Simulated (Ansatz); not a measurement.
# ScCu: how the energy converges with the cutoff

ScCu, P1, a = 3.293 Å, b = 3.239 Å, c = 3.243 Å, α, β, γ = 89.1°, 89.6°, 88.8°. Ansatz: PBEsol, PAW, cutoff varied, Γ-centred 10×10×10 mesh on 2 atoms, Gaussian smearing 0.10 eV; no spin polarisation. Single points at one geometry with displaced atoms, the cutoff alone changed; ΔE is the energy at zero smearing over the run at 600 eV. The runs up to 350 eV lie under the cutoff recommended for these PAW datasets.

| cutoff (eV) | ΔE (meV/atom) |
| --- | --- |
| 200 | 8993.97 |
| 250 | ? |
| 300 | 160.61 |
| 350 | 9.63 |
| 420 | 1.25 |

**Question.** Assume ΔE falls exponentially with the cutoff, fit y = ln ΔE against x, the cutoff in eV, to the other rows, and predict the missing value.

**Answer.** y = 9.104, 5.079, 2.265, 0.223. Means x = 317.5, y = 4.1677; Σ(Δx)² = 25675, ΣΔxΔy = -1062; the slope is their ratio. y = 17.30 − 0.04137 x, a factor of ten per 56 eV. At 250 eV this gives ΔE = 1051.00 meV/atom. The run gave 1406.85, a ratio of 0.75. Between neighbouring rows the decay runs from a factor of ten per 41 eV to one per 79 eV, so one exponential is only a rough guide. The fast fall gives way to a slow tail, so a fit to low cutoffs promises convergence too early.